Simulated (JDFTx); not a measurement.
System: AlCo(100) (Pm-3m bulk; lattice of mp-284, not re-optimised at this level), 1x1 cell of 7 atoms in 7 planes (Co outermost, slab composition Al3Co4), area 7.95 Å² a face, 8.6 Å between the outermost planes in a cell 24.5 Å high; k mesh 10×10×1, Fermi width 0.004 Ha, spin-polarised from a ferromagnetic start. Whether this polymorph is the ambient one wasn't checked.

Profiles through the double layer of this slab, charged, in CANDLE, water, 1 M NaF; PBE, GBRV ultrasoft potentials, plane waves to 20/100 Ha, a modified build of JDFTx. z is the height above the outermost atoms, φ the plane-averaged electrostatic potential energy of an electron (zero in the bulk liquid), ρ_b the bound charge of solvent and ions, s the cavity shape function (0 in the solid, 1 in the liquid).

| z (Å) | n (e/Å³) | s | φ (eV) | ρ_b (10⁻³ e/Å³) |
|---|---|---|---|---|
| 0.93 | 0.1051 | 0.00 | -3.253 | -0.05 |
| 1.39 | 0.0290 | 0.00 | -1.199 | -2.44 |
| 1.84 | 0.0084 | 0.01 | -0.276 | -9.52 |
| 2.29 | 0.0024 | 0.12 | -0.080 | -2.01 |
| 2.75 | 0.0007 | 0.39 | -0.051 | 0.23 |
| 3.20 | 0.0002 | 0.68 | -0.040 | 0.08 |
| 3.66 | 0.0001 | 0.92 | -0.033 | 0.01 |
| 4.11 | 0.0000 | 1.00 | -0.028 | 0.00 |
| 4.56 | 0.0000 | 1.00 | -0.024 | -0.01 |
| 5.02 | 0.0000 | 1.00 | -0.021 | -0.01 |
| 5.47 | 0.0000 | 1.00 | -0.018 | -0.01 |
| 5.92 | 0.0000 | 1.00 | -0.016 | -0.01 |
| 6.38 | 0.0000 | 1.00 | -0.013 | -0.01 |
| 6.83 | 0.0000 | 1.00 | -0.012 | -0.01 |
| 7.29 | 0.0000 | 1.00 | -0.010 | -0.01 |
| 7.74 | 0.0000 | 1.00 | -0.009 | -0.01 |

Is the electrode positively or negatively charged, and roughly by how much?

Positively: σ = 10.0 μC/cm² per face. The liquid's bound charge is of the opposite sign overall, and far from the surface φ decays with the screening length (3.0 Å).
